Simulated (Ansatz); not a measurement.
# SbMo: from a first guess to the relaxed rocksalt type

First guess:

```xyz
2
Lattice="0.0000 2.7988 2.7988 2.7988 0.0000 2.7988 2.7988 2.7988 0.0000" Properties=species:S:1:pos:R:3 pbc="T T T"
Mo    0.0000    0.0000    0.0000
Sb    2.7988    2.7988    2.7988
```

Computed with Ansatz 0.2.0, DFT, PBE, PAW with Ansatz's default frozen-core files, scalar-relativistic.

Cell and atoms relax within the symmetry of the start on a 10×10×10 k mesh with 0.03 eV Fermi–Dirac smearing.

The start is built from a prototype, known or not as a phase of this compound; the cutoff is 420 eV.

Spin polarisation is left out, and whether a magnetic state lies lower isn't shown here.

Spin–orbit coupling is left out, though it moves levels of the heavy atoms by tenths of an eV or more.

Question: What is the pressure of the first guess?

Answer: -4.70 GPa.

Question: What does it relax to?

Answer: a = 5.520 Å, b = 5.520 Å, c = 5.520 Å, α = 90.00°, β = 90.00°, γ = 90.00° (conventional cell), 21.03 Å³ per atom:
```cif
data_structure
_symmetry_space_group_name_H-M 'Fm-3m'
_symmetry_Int_Tables_number 225
_cell_length_a 5.5205
_cell_length_b 5.5205
_cell_length_c 5.5205
_cell_angle_alpha 90.000
_cell_angle_beta 90.000
_cell_angle_gamma 90.000
_cell_volume 168.24
loop_
_atom_site_label
_atom_site_type_symbol
_atom_site_symmetry_multiplicity
_atom_site_Wyckoff_symbol
_atom_site_fract_x
_atom_site_fract_y
_atom_site_fract_z
_atom_site_occupancy
Mo1 Mo 4 a 0.00000 0.00000 0.00000 1
Sb1 Sb 4 b 0.50000 0.00000 0.00000 1
```

Question: How much energy does the relaxation release?

Answer: 14 meV/atom.
